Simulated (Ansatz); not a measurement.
AlAs:
```
CELL_PARAMETERS angstrom
      0.00000     2.84095     2.84095
      2.84095     0.00000     2.84095
      2.84095     2.84095     0.00000
ATOMIC_POSITIONS crystal
  Al 0.00000 0.00000 0.00000
  As 0.25000 0.25000 0.25000
```

Relaxed with HSE06.

Problem. Give the Bader charges and basin volumes of the independent atoms, the program Ansatz at the HSE06 level (PAW).

Solution. 

```json
[
 {"atom": "Al1", "Bader charge (e)": "+2.06", "Bader volume (Å³)": "7.5"},
 {"atom": "As2", "Bader charge (e)": "-2.06", "Bader volume (Å³)": "38.4"}
]
```

Space group F-43m (zinc blende). The HSE06 relaxation kept the symmetry of its start.

Potentials: the earlier of the program's two PAW sets. The files were generated under PBE; for other functionals the program regenerates the frozen cores, and for LDA and PBEsol the local potential too.
